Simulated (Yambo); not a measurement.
Yambo run on Rb$_{3}$CoF$_{6}$ (space group Fm-3m, No. 225). The wavefunctions are PBEsol (Quantum ESPRESSO, PseudoDojo norm-conserving, 96 Ry, no spin-orbit coupling) ones on a 2×2×2 mesh (43 occupied bands); a = b = c = 6.269 Å, α = β = γ = 60.00°.

Yambo input:

```
rim_cut
HF_and_locXC
RandQpts= 1000000
RandGvec= 1 Ry
EXXRLvcs= 96 Ry
VXCRLvcs= 384 Ry
% QPkrange
 1 | 1 | 43 | 44 |
 2 | 2 | 43 | 44 |
 3 | 3 | 43 | 44 |
%
```

k points by index: 1 = Γ, 2 = L, 3 = X.

Resulting energies as the program prints them:

```
#    K-point    Band    Eo [eV]    Ehf [eV]    Vxc [eV]    Vnlxc [eV]
#
    1    43    -0.073622    -8.653813    -28.81504    -37.39523
    1    44    1.373032    9.099017    -28.54331    -20.81732
    2    43    -0.030146    -8.645767    -29.02060    -37.63622
    2    44    1.547281    9.180871    -28.89582    -21.26223
    3    43    0.000000    -8.632004    -29.15580    -37.78780
    3    44    1.319252    9.020992    -28.14632    -20.44457
```
Exchange alone, without screening.

Geometry of the Materials Project entry, not relaxed at this level.

The structure is a Materials Project entry; no match was found in the copy of COD used, and its stability was not checked.

The runs are not spin-polarised; magnetic order was not tried.
